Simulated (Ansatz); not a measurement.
BaCo2Ge2:
```
BaCo2Ge2
1.0
   -1.99096     1.99096     6.17333
    1.99096    -1.99096     6.17333
    1.99096     1.99096    -6.17333
Ba Co Ge
1 2 2
Direct
  0.00000   0.00000   0.00000
  0.75000   0.25000   0.50000
  0.25000   0.75000   0.50000
  0.65637   0.65637   0.00000
  0.34363   0.34363   0.00000
```

Relaxed with r²SCAN.

### Question
Which orbitals make up the states near the Fermi level in r²SCAN (plane waves, PAW; program Ansatz)?

### Answer
Within 0.5 eV of the Fermi level: Co 3d 60 %, Ge 4p 27 %, outside the projected shells 7 %. Projections are on Löwdin-orthogonalised atomic valence shells; empty p or d shells of many metals are not among them.

### Question
Tabulate the density of states.

### Answer
States/eV per cell of 5 atoms, in 0.25 eV bins, energy from the Fermi level.

```
E (eV)  total  Co 3d  Ge 4p  Co 4s
------  -----  -----  -----  -----
-7.85    0.00   0.00   0.00   0.00
-7.60    0.00   0.00   0.00   0.00
-7.35    0.00   0.00   0.00   0.00
-7.10    0.00   0.00   0.00   0.00
-6.85    0.00   0.00   0.00   0.00
-6.60    0.00   0.00   0.00   0.00
-6.35    0.00   0.00   0.00   0.00
-6.10    0.00   0.00   0.00   0.00
-5.85    0.00   0.00   0.00   0.00
-5.60    0.00   0.00   0.00   0.00
-5.35    0.00   0.00   0.00   0.00
-5.10    0.17   0.03   0.09   0.04
-4.85    0.94   0.21   0.49   0.19
-4.60    1.62   0.40   0.83   0.27
-4.35    2.76   0.61   1.48   0.32
-4.10    3.13   0.84   1.60   0.26
-3.85    3.77   1.10   1.92   0.25
-3.60    1.86   0.58   0.94   0.12
-3.35    1.38   0.64   0.56   0.04
-3.10    2.14   1.03   0.87   0.07
-2.85    8.78   5.26   3.04   0.10
-2.60   10.90   5.77   4.56   0.07
-2.35    8.86   5.17   3.26   0.04
-2.10    5.55   3.69   1.59   0.01
-1.85    4.33   3.90   0.17   0.01
-1.60    3.93   3.58   0.13   0.01
-1.35    7.91   7.39   0.20   0.02
-1.10   11.29  10.26   0.42   0.08
-0.85    8.66   7.67   0.54   0.04
-0.60    4.44   3.24   0.73   0.03
-0.35    2.22   1.42   0.53   0.01
-0.10    1.49   0.80   0.47   0.01
0.15     1.96   1.01   0.66   0.02
0.40     4.53   2.82   1.12   0.13
0.65     4.03   2.03   1.23   0.12
0.90     3.95   1.44   1.28   0.08
1.15     3.11   1.07   1.09   0.05
1.40     2.94   0.96   1.21   0.04
1.65     2.46   0.67   1.04   0.04
1.90     1.98   0.47   0.82   0.03
2.15     1.64   0.36   0.68   0.02
2.40     1.63   0.33   0.71   0.03
2.65     1.71   0.34   0.77   0.02
2.90     1.61   0.28   0.64   0.02
3.15     2.09   0.34   0.79   0.02
3.40     2.24   0.32   0.74   0.03
3.65     2.11   0.24   0.52   0.05
3.90     1.33   0.10   0.20   0.05
4.15     1.69   0.12   0.16   0.06
4.40     3.10   0.20   0.22   0.17
4.65     3.62   0.15   0.15   0.33
```

Space group I4/mmm. The workflow started from a Materials Project entry (that database holds measured and hypothetical structures alike); the Crystallography Open Database copy checked does not list it. Whether it is the stable phase at ambient conditions was not checked. Symmetry was held in the r²SCAN relaxation; its stability against distortions is not shown here. The run is not spin-polarised. Spin–orbit coupling is left out wherever it is not named.

Potentials: the later of the program's two PAW sets.
